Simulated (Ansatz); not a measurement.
Ni3Sn:
```yaml
crystal:
  lattice:
    - [3.67719, 0.00000, 0.00000]
    - [0.00000, 3.67719, 0.00000]
    - [0.00000, 0.00000, 3.67719]
  atoms:
    - { symbol: Ni, position: [0.00000, 0.50000, 0.50000] }
    - { symbol: Ni, position: [0.50000, 0.00000, 0.50000] }
    - { symbol: Ni, position: [0.50000, 0.50000, 0.00000] }
    - { symbol: Sn, position: [0.00000, 0.00000, 0.00000] }
```

Relaxed with PBEsol.

Problem. Map the valence electron density (e/Å³), cut off at 6 on the plane through (0.000, 0.500, 0.500) spanned by u = [1, 1, 0] and v = [1, 0, 1] in lattice vectors, from plane-wave PAW PBEsol (Ansatz code).

Solution. x is the fraction of u, y of v (the angle between them is 60°; rows are the nearest grid lines); atoms in the plane: Ni at (0.00, 0.00), Ni at (0.50, 0.00), Ni at (0.00, 0.50), Sn at (0.50, 0.50).
```
y \ x   0.000  0.0769  0.192  0.269  0.346  0.462  0.538  0.654  0.731  0.808  0.923   1.00
------  -----  ------  -----  -----  -----  -----  -----  -----  -----  -----  -----  -----
1.00     6.00    6.00  0.414  0.296   1.01   6.00   6.00   1.01  0.296  0.414   6.00   6.00
0.923    6.00    6.00  0.679  0.277  0.364   6.00   6.00   2.05  0.351  0.267   2.05   6.00
0.846    1.01    2.07  0.581  0.293  0.263  0.581   1.74   1.01  0.351  0.235  0.351   1.01
0.769   0.296   0.364  0.363  0.328  0.331  0.328  0.363  0.364  0.296  0.267  0.267  0.296
0.692   0.414   0.277  0.284  0.410  0.733  0.733  0.410  0.263  0.277  0.414  0.662  0.414
0.615    3.88   0.679  0.284  0.479   1.81   4.61   1.81  0.331  0.293  0.679   6.00   3.88
0.538    6.00    6.00  0.363  0.410   1.81   6.00   6.00  0.733  0.328  0.581   6.00   6.00
0.462    6.00    6.00  0.581  0.328  0.733   6.00   6.00   1.81  0.410  0.363   6.00   6.00
0.385    3.88    6.00  0.679  0.293  0.331   1.81   4.61   1.81  0.479  0.284  0.679   3.88
0.308   0.414   0.662  0.414  0.277  0.263  0.410  0.733  0.733  0.410  0.284  0.277  0.414
0.231   0.296   0.267  0.267  0.296  0.364  0.363  0.328  0.331  0.328  0.363  0.364  0.296
0.154    1.01   0.351  0.235  0.351   1.01   1.74  0.581  0.263  0.293  0.581   2.07   1.01
0.0769   6.00    2.05  0.267  0.351   2.05   6.00   6.00  0.364  0.277  0.679   6.00   6.00
0.000    6.00    6.00  0.414  0.296   1.01   6.00   6.00   1.01  0.296  0.414   6.00   6.00
```

The density is the valence pseudo-density with augmentation charge, so density and ELF within about 1 Å of a nucleus are not all-electron values.

Space group Pm-3m (Cu3Au type). The workflow started from an entry of the Crystallography Open Database (COD), which files this formula under 3 space groups. Whether it is the stable phase at ambient conditions was not checked. The cell was relaxed with PBEsol under the symmetry of its start; its stability against distortions is not shown here. The workflow began spin-polarised and lost its moments. Scalar-relativistic: spin–orbit coupling is off unless named, which matters more the heavier the elements.

Potentials: the later of the program's two PAW sets.
